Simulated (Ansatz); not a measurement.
HfSiO₄ in space group I4_1/amd (No. 141; O on 16h, Si on 4b, Hf on 4a), plane-wave PAW r²SCAN (Ansatz code), all energies at zero smearing, with the estimated change up to a 700 eV cutoff added, with one set of potentials and settings (totals compare only within such a set). Cell of 12 atoms (8 O, 2 Si, 2 Hf): -37313.573 eV.

| element | reference phase | E (eV/atom) |
|---|---|---|
| O | C2/m, 4 atoms in the cell, spin-polarised | -566.0281 |
| Si | Fd-3m, 2 atoms in the cell | -639.0667 |
| Hf | P6_3/mmc, 2 atoms in the cell | -15733.0631 |

Formation energy per atom, worked out: (-37313.573 − 8×(-566.0281) − 2×(-639.0667) − 2×(-15733.0631))/12 = -3.424 eV/atom (-330 kJ per mol of atoms), at 0 K, without zero-point energy or fitted corrections.

Symmetry was held in the r²SCAN relaxation. The run is not spin-polarised. The references are the lowest solids computed at this level, not always the standard phases (solids in place of the gases). Scalar-relativistic: spin–orbit coupling is off unless named, which matters more the heavier the elements.

Potentials: the later of the program's two PAW sets.
